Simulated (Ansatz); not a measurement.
The relaxed structure here is a generated cell of NaPbBr3: the first start was made by placing the elements on the sites of a structure type, and the end was not matched to a known phase here, so it may be hypothetical.

A structure of NaPbBr$_{3}$ relaxed with r2SCAN (plane waves to 500 eV, PAW, scalar-relativistic; Ansatz, a program for electronic structure); single points at other levels follow on the same geometry (Ansatz, PAW; HSE06 at 420 eV on a 3×2×3 k-mesh; no spin-orbit coupling). Space group Pnma (No. 62).

```
NaPbBr3
1.0
    7.94273     0.00000     0.00000
    0.00000    11.08330     0.00000
    0.00000     0.00000     7.51452
Na Pb Br
4 4 12
Direct
  0.42663   0.25000   0.98782
  0.92663   0.25000   0.51218
  0.57337   0.75000   0.01218
  0.07337   0.75000   0.48782
  0.00000   0.00000   0.00000
  0.50000   0.50000   0.50000
  0.00000   0.50000   0.00000
  0.50000   0.00000   0.50000
  0.08523   0.25000   0.15073
  0.58523   0.25000   0.34927
  0.91477   0.75000   0.84927
  0.41477   0.75000   0.65073
  0.32810   0.57692   0.16359
  0.82810   0.92308   0.33641
  0.67190   0.07692   0.83641
  0.17190   0.42308   0.66359
  0.67190   0.42308   0.83641
  0.17190   0.07692   0.66359
  0.32810   0.92308   0.16359
  0.82810   0.57692   0.33641
```

```json
[
 {"level": "r2SCAN", "gap (eV)": "2.96", "kind": "direct", "conduction minimum": "Γ"},
 {"level": "HSE06", "gap (eV)": "[?]", "kind": "–", "conduction minimum": "[?]"}
]
```

Task: Some entries are withheld; supply them.

Result: 
- HSE06, gap (eV): 3.28
- HSE06, conduction minimum: Γ

For this cell size the semilocal gaps come from the SCF mesh and high-symmetry points. No spin polarisation in the result.

The run could not lose the symmetry of its start: the end is stationary, and may be a saddle point rather than a minimum.
